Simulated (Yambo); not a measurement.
Yambo run on LaS$_{2}$ (space group P2_1/c, No. 14). The wavefunctions are norm-conserving PBEsol (Quantum ESPRESSO, 110 Ry, scalar-relativistic) ones on a 1×4×1 mesh (46 occupied bands); a = 8.2116 Å, b = 4.1438 Å, c = 8.2176 Å, α = γ = 90.00°, β = 90.06°.

Yambo input:

```
rim_cut
HF_and_locXC
RandQpts= 1000000
RandGvec= 1 Ry
EXXRLvcs= 110 Ry
VXCRLvcs= 440 Ry
% QPkrange
 1 | 1 | 46 | 47 |
 3 | 3 | 46 | 47 |
%
```

k points by index: 1 = Γ, 3 = (0, -0.5, 0).

Table of the .hf output:

```
#    K-point    Band    Eo [eV]    Ehf [eV]    Vxc [eV]    Vnlxc [eV]
#
    1    46    0.000000    -2.619571    -13.23113    -15.85070
    1    47    0.970093    5.403403    -10.13959    -5.706278
    3    46    -0.493432    -2.786631    -12.39808    -14.69128
    3    47    2.793260    13.18720    -14.66378    -4.269841
```
Exchange alone, without screening.

Geometry of the Materials Project entry, not relaxed at this level.

The structure is a Materials Project entry; no match was found in the copy of COD used, and its stability was not checked.
